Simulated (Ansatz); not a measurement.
## Nb: energy along a strain

Nb, Fm-3m, a = 4.230 Å (as given, not relaxed at this level: -2.0 GPa). This isn't the element's structure at ambient conditions. Ansatz: r2SCAN, PAW, 500 eV, Γ-centred 20×20×20 mesh on 1 atom, Gaussian smearing 0.15 eV; no spin polarisation. Cell vectors (Å): 0.000 2.115 2.115; 2.115 0.000 2.115; 2.115 2.115 0.000. The cell is strained by x per cent times the pattern (0 0 0 0 0 1) in the order xx yy zz yz xz xy (engineering shears), with fractional coordinates held. y is the free energy over the start, V0 = 18.922 Å³/atom. Symmetry makes y even in x. Points with a strain past 8.5 % were computed too (2) and aren't used here.

| x (%) | y (meV/atom) |
| --- | --- |
| -5.00 | -5.51 |
| 0.00 | 0.00 |
| 1.25 | -0.41 |
| 2.50 | -1.57 |
| 3.75 | ? |
| 6.25 | -8.08 |
| 7.50 | -11.03 |

Fit y = c2 x² + c4 x⁴ to the other rows, get the stiffness along the pattern, and predict the missing energy.

Least squares on the rows shown. y = −0.2390 x² + 0.0007722 x⁴. The clamped-ion stiffness p·C·p = 2 × -2.390 eV × 160.2 / 18.922 Å³ = -40 GPa, which is C66 in these axes (C44 of the cubic crystal) (second derivative at the start, which stands under stress). With a term in x⁶ added, the coefficient of x² becomes -0.2601, 9 % more, which shows how far this figure hangs on the form. At x = 3.75 the fit asked for gives -3.21 meV/atom. The run gave -3.32 meV/atom, so the fit is 0.11 meV/atom too high, within twice the rms miss on the fitted rows (0.06 meV/atom).